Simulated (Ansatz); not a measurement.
CaAu2Ge2 (space group I4/mmm), frozen-phonon scan

CaAu2Ge2 (space group I4/mmm)

```xyz
5
Lattice="-2.1911 2.1911 5.0712 2.1911 -2.1911 5.0712 2.1911 2.1911 -5.0712" Properties=species:S:1:pos:R:3 pbc="T T T"
Ca     0.0000     0.0000     0.0000
Ge     0.0000     0.0000     3.8690
Ge     2.1911     2.1911     1.2021
Au     0.0000     2.1911     2.5356
Au     2.1911     0.0000     2.5356
```

The atoms are displaced by Q × the pattern below (from a DFPT mode at Γ, largest move 1; Q in Å), at fixed cell. It is one choice among 2 degenerate patterns.

```csv
atom,x,y,z
Ge2,0.000,-1.000,0.000
Ge3,0.000,1.000,0.000
Au4,0.000,0.386,0.000
Au5,0.000,-0.386,0.000
```

Atoms not listed stay in place.

Computed with LDA (plane waves to 420 eV, PAW, scalar-relativistic; Ansatz, a quantum-chemistry and plane-wave program). k mesh 15×15×15 (Γ-centred), Fermi-Dirac smearing 0.05 eV. The energy includes the smearing's −TS. Compression counts positive. With partly filled bands, energies and forces of such displacements shift with the k mesh and the smearing. CaAu2Ge2 was relaxed with its symmetry unable to fall. Spin-orbit coupling is left out, though Au is heavy. The zero of ΔE is the undisplaced structure.

```csv
Q (Å),ΔE (meV/cell),P (GPa),−dE/dQ from forces (eV/Å)
-0.100,130,0.8,2.645
-0.083,90,0.5,2.182
-0.067,57,0.3,1.731
-0.050,32,0.2,1.290
-0.033,14,0.1,0.855
-0.017,4,0.0,0.427
0.000,0,0.0,0.000
0.017,4,0.0,-0.427
0.033,14,0.1,-0.855
0.050,32,0.2,-1.290
0.067,57,0.3,-1.731
0.083,90,0.5,-2.182
0.100,130,0.8,-2.645
```

Key numbers:

| Item | Result |
|---|---|
| Energy at Q = 0.100 Å | 130 meV/cell |
| Space group of the distorted cell | C2/m (No. 12), lowered from I4/mmm |
| Symmetry of the curve | even: the same for both signs |
| Shape of the curve | a single well with its minimum at or next to zero displacement |
| Harmonic wavenumber from the curvature (finite differences) | 185 cm⁻¹ |

(A displaced cell: forces are minus the slopes of the energy, force constants its curvatures, and phonons follow from these.)
